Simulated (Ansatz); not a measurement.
NbCl5:
```yaml
crystal:
  lattice:
    - [8.87063, 8.63267, 0.00000]
    - [-8.87063, 8.63267, 0.00000]
    - [-0.03836, 0.00000, 5.57607]
  atoms:
    - { symbol: Nb, position: [0.55501, 0.22131, 0.49189] }
    - { symbol: Nb, position: [0.44499, 0.77869, 0.50811] }
    - { symbol: Nb, position: [0.22131, 0.55501, 0.50811] }
    - { symbol: Nb, position: [0.77869, 0.44499, 0.49189] }
    - { symbol: Nb, position: [0.88819, 0.88819, 0.00000] }
    - { symbol: Nb, position: [0.11181, 0.11181, 0.00000] }
    - { symbol: Cl, position: [0.46433, 0.33974, 0.24996] }
    - { symbol: Cl, position: [0.53567, 0.66026, 0.75004] }
    - { symbol: Cl, position: [0.33974, 0.46433, 0.75004] }
    - { symbol: Cl, position: [0.66026, 0.53567, 0.24996] }
    - { symbol: Cl, position: [0.41576, 0.19646, 0.74617] }
    - { symbol: Cl, position: [0.58424, 0.80354, 0.25383] }
    - { symbol: Cl, position: [0.19646, 0.41576, 0.25383] }
    - { symbol: Cl, position: [0.80354, 0.58424, 0.74617] }
    - { symbol: Cl, position: [0.13691, 0.25133, 0.74428] }
    - { symbol: Cl, position: [0.86309, 0.74867, 0.25572] }
    - { symbol: Cl, position: [0.25133, 0.13691, 0.25572] }
    - { symbol: Cl, position: [0.74867, 0.86309, 0.74428] }
    - { symbol: Cl, position: [0.99321, 0.20240, 0.23703] }
    - { symbol: Cl, position: [0.00679, 0.79760, 0.76297] }
    - { symbol: Cl, position: [0.20240, 0.99321, 0.76297] }
    - { symbol: Cl, position: [0.79760, 0.00679, 0.23703] }
    - { symbol: Cl, position: [0.94685, 0.05315, 0.76435] }
    - { symbol: Cl, position: [0.05315, 0.94685, 0.23565] }
    - { symbol: Cl, position: [0.71989, 0.28011, 0.25858] }
    - { symbol: Cl, position: [0.28011, 0.71989, 0.74142] }
    - { symbol: Cl, position: [0.91802, 0.46995, 0.23796] }
    - { symbol: Cl, position: [0.08198, 0.53005, 0.76204] }
    - { symbol: Cl, position: [0.46995, 0.91802, 0.76204] }
    - { symbol: Cl, position: [0.53005, 0.08198, 0.23796] }
    - { symbol: Cl, position: [0.86925, 0.32623, 0.73314] }
    - { symbol: Cl, position: [0.13075, 0.67377, 0.26686] }
    - { symbol: Cl, position: [0.32623, 0.86925, 0.26686] }
    - { symbol: Cl, position: [0.67377, 0.13075, 0.73314] }
    - { symbol: Cl, position: [0.61365, 0.38635, 0.72471] }
    - { symbol: Cl, position: [0.38635, 0.61365, 0.27529] }
```

This is the LDA-relaxed structure. Tensor components refer to the Cartesian frame of this cell.

All from plane-wave PAW LDA (Ansatz code), unless another level is named. Give the electron effective mass.

2.2, 2.9, 5.8 mₑ (principal values).

Next, the hole effective mass?

1.4, 4.1, 16 mₑ (principal values).

And the weight of the valence-edge state by species (Voronoi cells)?

Cl 99 %.

Next, the weight of the conduction-edge state by species (Voronoi cells)?

Nb 65 %, Cl 35 %.

Predict the valence-band maximum.

off the standard path, at k = (0.000, -0.021, -0.083).

Space group C2/m. The workflow started from a Materials Project entry (that database holds measured and hypothetical structures alike); the Crystallography Open Database files this formula in space group No. 12, but the cells were not matched. Its standing as an ambient phase is unchecked. The LDA relaxation kept the symmetry of its start; whether a distortion lowers the energy is not shown. The run is not spin-polarised. A crystal of weakly bound molecules computed without a dispersion correction: the cell and the soft elastic constants depend strongly on that. Scalar-relativistic: spin–orbit coupling is off unless named, which matters more the heavier the elements.

Potentials: the later of the program's two PAW sets.

Edges and masses are those of Kohn–Sham bands, whose gap is no quasiparticle gap.
